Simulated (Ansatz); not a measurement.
Input:

VP₂:
```cif
data_P4V2
_chemical_formula_sum 'V2 P4'
_space_group_name_H-M_alt 'P 1'
_space_group_IT_number 1
_cell_length_a 4.48389
_cell_length_b 4.48389
_cell_length_c 7.15706
_cell_angle_alpha 62.755
_cell_angle_beta 117.245
_cell_angle_gamma 139.388
loop_
_space_group_symop_operation_xyz
  'x, y, z'
loop_
_atom_site_label
_atom_site_type_symbol
_atom_site_fract_x
_atom_site_fract_y
_atom_site_fract_z
_atom_site_occupancy
V1 V 0.15634 0.84366 0.69828 1
V2 V 0.84366 0.15634 0.30172 1
P1 P 0.85721 0.14279 0.96971 1
P2 P 0.14279 0.85721 0.03029 1
P3 P 0.60084 0.39916 0.40333 1
P4 P 0.39916 0.60084 0.59667 1
```

This is the r²SCAN-relaxed structure.

Problem. All from plane-wave PAW r²SCAN (Ansatz code), unless another level is named. Give the electronic character.

Solution. metallic (no gap).

Problem. Next, the formation energy from the elements (no fitted shifts)?

Solution. -0.66 eV/atom.

Problem. Predict the density of states at the Fermi level.

Solution. 0.09 states/eV per atom (mean over ±0.08 eV).

Space group C2/m. The workflow started from a Materials Project entry (that database holds measured and hypothetical structures alike); the Crystallography Open Database copy checked does not list it. Its standing as an ambient phase is unchecked. The r²SCAN relaxation kept the symmetry of its start; whether a distortion lowers the energy is not shown. The run is not spin-polarised. The references are the lowest solids computed at this level, not always the standard phases.

Potentials: the later of the program's two PAW sets.
